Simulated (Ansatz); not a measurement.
PW:
```
CELL_PARAMETERS angstrom
      5.68728     0.00000     0.00000
      0.00000     3.22533     0.00000
      0.00000     0.00000     6.22345
ATOMIC_POSITIONS crystal
  P  0.31829 0.75000 0.56476
  P  0.68171 0.25000 0.43524
  P  0.18171 0.25000 0.06476
  P  0.81829 0.75000 0.93524
  W  0.98664 0.75000 0.31180
  W  0.01336 0.25000 0.68820
  W  0.51336 0.25000 0.81180
  W  0.48664 0.75000 0.18820
```

Relaxed with PBEsol. Special points in fractions of this cell's reciprocal vectors: Γ (0.000, 0.000, 0.000); X (0.500, 0.000, 0.000); S (0.500, 0.500, 0.000); Y (0.000, 0.500, 0.000); Z (0.000, 0.000, 0.500); U (0.500, 0.000, 0.500); R (0.500, 0.500, 0.500); T (0.000, 0.500, 0.500).

### Question
List the band energies nearest the Fermi level at these points for plane-wave PAW PBEsol with spin–orbit coupling (Ansatz code).

### Answer
In eV from the Fermi level; about four levels below and three above (degenerate sets whole), none deeper than 8.9 eV; points with the same levels are listed once.

```
k                    below                above
-  -----------------------  -------------------
Γ  -0.73 -0.73 -0.51 -0.51  0.50 0.50 0.86 0.86
X  -0.55 -0.55 -0.55 -0.55  0.54 0.54 0.54 0.54
S  -2.63 -2.63 -2.63 -2.63  0.92 0.92 0.92 0.92
Y  -0.01 -0.01 -0.01 -0.01  2.16 2.16 2.16 2.16
Z  -1.41 -1.41 -1.41 -1.41  0.10 0.10 0.10 0.10
U  -0.82 -0.82 -0.82 -0.82  0.40 0.40 0.40 0.40
R  -2.16 -2.16 -2.16 -2.16  0.34 0.34 0.34 0.34
T  -0.50 -0.50 -0.50 -0.50  0.54 0.54 0.54 0.54
```

Space group Pnma. The first step of the workflow began from a Materials Project structure, measured or hypothetical; the Crystallography Open Database files this formula in space group No. 62, but the cells were not matched. Its standing as an ambient phase is unchecked. The PBEsol relaxation kept the symmetry of its start; its stability against distortions is not shown here. The run is not spin-polarised.

Potentials: the later of the program's two PAW sets.
